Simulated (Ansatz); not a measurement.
A geometry of ZnAg away from equilibrium: the start of the relaxation of a relaxed ZnAg cell with one Ag and one Zn atom exchanged in a cell of 4 atoms. Level of theory: PBEsol (plane waves to 420 eV, PAW, scalar-relativistic; Ansatz, an electronic-structure program). Γ-centred k-mesh 6×11×9 on the run's cell (coarser than for final values), Fermi–Dirac smearing 0.05 eV.

```xyz
4
Lattice="5.9262 0.0000 0.0000 0.0000 2.9631 0.0000 0.0000 0.0000 3.4549" Properties=species:S:1:pos:R:3 pbc="T T T"
Ag     1.4816     1.4816     1.7274
Zn     4.4447     1.4816     1.7274
Zn     0.0000     0.0000     0.0000
Ag     2.9631     0.0000     0.0000
```

Task: Give the Cartesian forces on all atoms (eV/Å).

Result: 
```json
[
 {"atom": "Ag1", "Fx": "-0.94", "Fy": "0.00", "Fz": "0.00"},
 {"atom": "Zn2", "Fx": "0.11", "Fy": "0.00", "Fz": "0.00"},
 {"atom": "Zn3", "Fx": "-0.11", "Fy": "0.00", "Fz": "0.00"},
 {"atom": "Ag4", "Fx": "0.94", "Fy": "0.00", "Fz": "0.00"}
]
```

Task: What is the pressure?

Result: +1.9 GPa, compression positive.

Task: How far above the relaxed end point is this geometry?

Result: 0.03 eV/atom; the path ends in Pmmn (No. 59).

No spin polarisation in the result.

The run could not lose the symmetry of its start.

The runs began from a structure in Materials Project; this end point is another cell, not compared with measured phases.
